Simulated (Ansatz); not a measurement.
CuO in space group I4/mmm (No. 139; Cu on 2a, O on 2b), the program Ansatz at the r²SCAN level (PAW), all energies at zero smearing, with the estimated change up to a 700 eV cutoff added, with one set of potentials and settings (totals compare only within such a set). Cell of 2 atoms (1 Cu, 1 O): -7198.409 eV.

| element | reference phase | E (eV/atom) |
|---|---|---|
| Cu | Fm-3m, 1 atoms in the cell | -6631.2549 |
| O | C2/m, 4 atoms in the cell, spin-polarised | -566.0346 |

Formation energy per atom, worked out: (-7198.409 − 1×(-6631.2549) − 1×(-566.0346))/2 = -0.560 eV/atom (-54 kJ per mol of atoms), at 0 K, without zero-point energy or fitted corrections.

The start of the workflow was typed in or built on a structure type; neither database checked (COD, Materials Project) lists it. It is not the phase usual at ambient conditions (space group No. 15). The cell keeps a stress of up to 0.2 GPa. The cell was relaxed with r²SCAN under the symmetry of its start; its stability against distortions is not shown here. The workflow began spin-polarised and lost its moments. The cell computed holds one magnetic atom, so no antiferromagnetic order was within reach. No Hubbard U is applied. The references are the lowest solids computed at this level, not always the standard phases (solids in place of the gases).

Potentials: the earlier of the program's two PAW sets. The files were generated under PBE; for other functionals the program regenerates the frozen cores, and for LDA and PBEsol the local potential too.
